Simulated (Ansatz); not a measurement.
# NiAs-type ReSe

The computed numbers are results of PBEsol, scalar-relativistic (collinear spin) in the plane-wave PAW code Ansatz at 420 eV, 10×10×6 k-mesh, Gaussian smearing of 0.05 eV; PAW files: Ansatz's generated set soft_2.

```
Re Se
1.0
     3.95286    0.00000    0.00000
    -1.97643    3.42328    0.00000
     0.00000    0.00000    5.05946
Re Se
2 2
Direct
  0.00000 0.00000 0.00000
  0.00000 0.00000 0.50000
  0.33333 0.66667 0.25000
  0.66667 0.33333 0.75000
```

The start was a prototype's sites filled with these elements, not a measured cell.

Magnetic state: non-magnetic, site spin moments none.

The cell above was scaled in volume, and shape and atoms were relaxed at each volume within its symmetry. Energies are counted from the cell above.

```tsv
V (Å³/atom)	ΔE (meV/atom)	P (GPa)
16.43	?	?
16.77	4.1	3.9
17.12	0.0	0.0
17.46	3.8	-3.4
17.80	14.5	-6.5
```

(1) Fill in the withheld row.

(2) What do the points give for the equilibrium volume, the bulk modulus and its pressure derivative (third-order Birch–Murnaghan)?

Answers:

(1) ΔE (meV/atom): 17.0, P (GPa): 8.3.

(2) V0 = 17.11 Å³/atom, B0 = 184 GPa, B0′ = 5.1.

B0·V0 = 183.5 GPa × 17.11 Å³ = 19.60 eV/atom sets the scale: near the minimum ΔE ≈ ½ B0 V0 x², with x = V/V0 − 1, and a pressure of 1.8 GPa squeezes the volume by about 1 %. At the ends of the curve: x = −4.0 % predicts 15.6 meV/atom and the run gives 17.0; x = +4.0 % predicts 15.7 meV/atom and the run gives 14.5. The curve is steeper than the parabola on the compressed side and flatter on the expanded side: the bulk modulus rises with pressure.

No spin–orbit coupling, a notable omission for heavy elements. The starting moments died out; a magnetic state reached from other starts isn't excluded. The run is a metal.
